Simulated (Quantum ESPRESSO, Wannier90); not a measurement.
Wannier functions of TaS2 (R-3m)

```xyz
3
Lattice="-1.6917 2.9301 0.0000 -3.3834 0.0000 0.0000 -1.6917 0.9767 6.3514" Properties=species:S:1:pos:R:3 pbc="T T T"
Ta     0.0000     0.0000     0.0000
S     -1.6917     0.9767     1.5141
S      1.6917    -0.9767    -1.5141
```

Cell from Materials Project (mp-555037), symmetrised, no further relaxation. COD (Crystallography Open Database) has the formula in 4 space groups, this one among them (matched by group alone). Method: PBEsol plane waves in Quantum ESPRESSO 7.5 (PseudoDojo norm-conserving files, 47 Ry, no spin polarisation, no spin-orbit coupling), Bloch states on a 10×10×10 mesh through Γ, Wannier90 4.0.1. Density: 10×10×10 mesh, cold smearing 0.01 Ry. The cell is built of weakly bound layers, chains or molecules, whose nearest atoms lie 3.85 Å apart. Database cells relaxed without dispersion often hold them too far apart, which can enlarge gaps and weakens couplings between them; spacing and stacking were not compared with the measured crystal. Spin-orbit coupling is left out although heavy elements are present.

Bands 5-6 form an isolated set from -14.69 to -12.46 eV relative to the Fermi level (on the path) and are turned into 2 Wannier functions by minimising the spread from the start: atomic waves S 3s.

Centres (Cartesian, Å; one of the equivalent choices) and spreads:

```
n       x       y       z  spread (Å²)  nearest atom
-  ------  ------  ------  -----------  ------------
1  -1.692   0.977   1.309        1.256            S2
2   1.692  -0.977  -1.309        1.256            S3
```

Ω_I = 2.51 Å², Ω_total = 2.51 Å²; the interpolated bands follow pw.x to 0.0 meV rms on the path. Only this start was tried; a symmetric start can stop on a saddle, and mixtures of these functions could lower the total by at most Ω_total − Ω_I.
